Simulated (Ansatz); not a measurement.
Run record: phonons of ZnO (P6_3mc)

Method: LDA, PAW on Ansatz 0.2.0's default frozen-core files (fitted under PBE), scalar-relativistic.

Cell and atoms were relaxed beforehand by PAW with this functional.

Command line:

```sh
ansatz run input.yaml --threads 1 --pin off --max-ram 3072MiB --backend cpu --events-out ev --progress --plain --runs-dir out
```

Input:

```yaml
crystal:
  lattice:
    - [3.18710026017, 0.0, 0.0]
    - [-1.59355013009, 2.76010978972, 0.0]
    - [0.0, 0.0, 5.15246168104]
  atoms:
    - { symbol: Zn, position: [0.333333333333, 0.666666666667, 0.500287160889] }
    - { symbol: Zn, position: [0.666666666667, 0.333333333333, 0.000287160889] }
    - { symbol: O, position: [0.666666666667, 0.333333333333, 0.378722839111] }
    - { symbol: O, position: [0.333333333333, 0.666666666667, 0.878722839111] }
kpoints:
  mp_grid: { grid: [8, 8, 4] }
scf:
  occupations: { method: fixed }
hamiltonian:
  xc: lda
  pseudopotentials: { kind: paw }
phonons:
  method: dfpt
  dielectric: true
  rigid_motions: translations
```

Output (shortened where marked):

```
Warning: RAYON_NUM_THREADS=1 ignored (pool sized by the plan → 1); use --threads N
Engine: ansatz 0.2.0, aarch64-unknown-linux-gnu
Pseudopotentials: kind: paw
Pseudopotential: Zn, paw, valence charge 12, recommended cutoff 420 eV (normal), Zn.paw.azcp
Pseudopotential: O, paw, valence charge 6, recommended cutoff 420 eV (normal), O.paw.azcp
Functional definition: SPW92
  exchange = slater_x
  correlation = pw_c
Crystal: 4 atoms, lattice volume = 45.325 Å³
Basis set: ecut = 420 eV, 881 PW (Γ), exchange–correlation on 48×48×72 points (8 copies of the dense FFT grid, shifted against one another)
Bands: 22, of which v1, the nominal top of the filled ones, is band 18 counted from 1 (17 counted from 0)
Symmetry: 12 space group operations
k-points: 78 of 256 (irreducible under 2 space group operations, time reversal used)
Non-local potential: Zn, projectors of the file, l = 0: 2, l = 1: 2, l = 2: 3, l = 3: 1
Non-local potential: O, projectors of the file, l = 0: 2, l = 1: 2, l = 2: 1
PAW form: soft (Blöchl's): semilocal exchange-correlation on the pseudo side does not see the compensation charge
PAW frozen core: Zn, regenerated for the run's functional, and the local potential with it (the file was generated under x = pbe(κ = 0.804, μ = 0.2195149727645171), c = pbe(β = 0.06672455060314922))
PAW frozen core: O, regenerated for the run's functional, and the local potential with it (the file was generated under x = pbe(κ = 0.804, μ = 0.2195149727645171), c = pbe(β = 0.06672455060314922))
PAW one-centre angular grid: Zn, 590 points (default); XC on 64 Gauss nodes
PAW one-centre angular grid: O, 110 points (default); XC on 64 Gauss nodes
Initial density: superposition of atomic densities (neutral atoms: chi_scale 0, normalization atom), corrected by the library's trained network
Initial wavefunctions: pseudopotential atomic-orbital guess
Functional: x = slater, c = lda
[... 55 lines left out ...]
  Γ frequencies (cm⁻¹): 0.00 0.00 0.00 90.19 90.19 261.02 389.91 408.51 408.51 441.30 441.30 553.08
  ε∞ (high-frequency dielectric tensor):
        5.065369     0.000000     0.000000
        0.000000     5.065369     0.000000
        0.000000     0.000000     5.125993
  ε⁰ (static dielectric tensor: ions relaxed, cell fixed):
        9.454528     0.000000     0.000000
        0.000000     9.454528    -0.000000
        0.000000    -0.000000    10.214063
  ε⁰ − ε∞ (ionic part):
        4.389159     0.000000     0.000000
        0.000000     4.389159    -0.000000
        0.000000    -0.000000     5.088070
  softest optical mode at Γ: 90.19 cm⁻¹; the repairs (sum rule, projections) moved no ω² at Γ by more than (2.14 cm⁻¹)²
  Born effective charges Z* (e; rows j = field, columns β = displacement):
    site 0:
         2.08234    0.00000    0.00000
         0.00000    2.08234   -0.00000
         0.00000   -0.00000    2.13994
    site 1:
         2.08234    0.00000    0.00000
         0.00000    2.08234   -0.00000
         0.00000    0.00000    2.13994
    site 2:
        -2.08234   -0.00000   -0.00000
        -0.00000   -2.08234    0.00000
        -0.00000   -0.00000   -2.13994
    site 3:
        -2.08234   -0.00000   -0.00000
        -0.00000   -2.08234    0.00000
        -0.00000    0.00000   -2.13994
  Z* charge neutrality: 1.741e-3 e pre-enforcement
  solved inside a basis spanned on kpoints, on 10×10×6 k-points transformed towards the longest dipole: ε∞ is read to err by 1.9e-2, Z* by 1.7e-2 e (field_mesh: kpoints solves on kpoints); Z* is corrected for what the basis lacks
  optical modes at Γ without the LO–TO term, one row a degenerate level:
      ω (cm⁻¹)  modes    IR ((D/Å)²/amu)
         90.19      2             0.0000
        261.02      1             0.0000
        389.91      1            16.4387
        408.51      2            31.1315
        441.30      2             0.0000
        553.08      1             0.0000
  optical modes at Γ + LO–TO along q̂ = [1.0000, 0.0000, 0.0000]:
      ω (cm⁻¹)  modes    IR ((D/Å)²/amu)
         90.19      2             0.0000
        261.02      1             0.0000
        389.91      1            16.4387
        408.51      1            15.5657
        441.30      2             0.0000
        553.08      1             0.0000
        558.11      1            15.5657
  optical modes at Γ + LO–TO along q̂ = [0.0000, 1.0000, 0.0000]:
      ω (cm⁻¹)  modes    IR ((D/Å)²/amu)
         90.19      2             0.0000
        261.02      1             0.0000
        389.91      1            16.4387
        408.51      1            15.5657
        441.30      2             0.0000
        553.08      1             0.0000
        558.11      1            15.5657
  optical modes at Γ + LO–TO along q̂ = [0.0000, 0.0000, 1.0000]:
      ω (cm⁻¹)  modes    IR ((D/Å)²/amu)
         90.19      2             0.0000
        261.02      1             0.0000
        408.51      2            31.1315
        441.30      2             0.0000
        550.40      1            16.4387
        553.08      1             0.0000
```

The run converged.

### Zone-centre phonons

Harmonic phonons of a crystal by Kohn-Sham DFT at the given cell, standard atomic masses, acoustic sum rule imposed; negative wavenumbers are unstable modes; optical zone-centre levels upwards with Mulliken labels, activity, and the element with most of the kinetic energy.

```json
{
 "Point group": "6mm"
}
```

```csv
number,phonon wavenumber (cm⁻¹),label,infrared,raman,lead element
1,90.2,E2,no,yes,Zn
2,261,B1,no,no,Zn
3,389.9,A1,yes,yes,O
4,408.5,E1,yes,yes,O
5,441.3,E2,no,yes,O
6,553.1,B1,no,no,O
```

### Field response

Linear response of an insulating crystal by Kohn-Sham DFT to a field and to zone-centre displacements, local fields included; Born charges neutralised; LO modes for wave vectors along x and z; Cartesian axes as in the input.

- Dielectric electronic (x, y, z): 5.065, 5.065, 5.126
- Dielectric static (x, y, z): 9.455, 9.455, 10.21
- Highest phonon with field along x: 558.1 cm⁻¹
- Highest phonon with field along z: 553.1 cm⁻¹
- Highest phonon without field: 553.1 cm⁻¹

```csv
atom,born charge xx (e),born charge yy (e),born charge zz (e)
Zn1,2.082,2.082,2.14
Zn2,2.082,2.082,2.14
O3,-2.082,-2.082,-2.14
O4,-2.082,-2.082,-2.14
```

Known limits: frozen-core PAW files fitted under PBE, their cores solved anew for the functional of the run; zone-boundary modes aren't tested; field response not resolved by the mesh; no LO-TO term at the zone centre.

It took 2 min on 1 thread of Arm Neoverse V1, on a shared host, peak memory 0.77 GiB.
